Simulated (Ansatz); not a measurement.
**Vibrational response of AlN at 18 GPa**

Computed with Ansatz 0.2.0, DFT LDA, scalar-relativistic, plane waves, PAW. Cutoff 420 eV, 12×12×6 k-points (Γ-centred), fixed occupations. No spin polarisation. Phonons by linear response, acoustic sum rule imposed.

The cell, relaxed at 18 GPa:
```xyz
4
Lattice="3.0197 0.0000 0.0000 -1.5098 2.6151 0.0000 0.0000 0.0000 4.8008" Properties=species:S:1:pos:R:3 pbc="T T T"
Al    0.0000    1.7434    0.0025
Al    1.5098    0.8717    2.4029
N     0.0000    1.7434    1.8458
N     1.5098    0.8717    4.2462
```

At this pressure the crystal is close to a known change of phase.

Optical modes at Γ (transverse, no macroscopic field); i marks an imaginary frequency:
```tsv
frequency (THz)	degeneracy	IR intensity of the level ((D/Å)²/amu)
7.16	2	0.00
17.62	1	0.00
20.46	1	36.20
22.51	2	0.00
22.63	2	63.27
23.74	1	0.00
```

All 9 optical modes at Γ are real: no displacement of atoms at fixed cell lowers the energy to second order. Strains and modes at other wave vectors aren't tested by this run.

- Electronic dielectric constant ε∞ (principal values): 4.28, 4.28, 4.51
- Static dielectric constant ε0 (principal values): 7.4, 7.4, 8.9
- Refractive index √ε∞, mean: 2.09
- Kohn–Sham gap on the mesh: 4.94 eV
- Cost: 110 s on 1 thread of Intel(R) Xeon(R) Platinum 8259CL CPU @ 2.50GHz (Skylake/Cascade Lake) (shared host), peak memory 0.77 GiB

Born effective charges (e):
```json
{"atom": "Al (atom 1)", "Z*xx": "2.51", "Z*yy": "2.51", "Z*zz": "2.69", "mean": "2.57"}
{"atom": "N (atom 3)", "Z*xx": "-2.51", "Z*yy": "-2.51", "Z*zz": "-2.69", "mean": "-2.57"}
```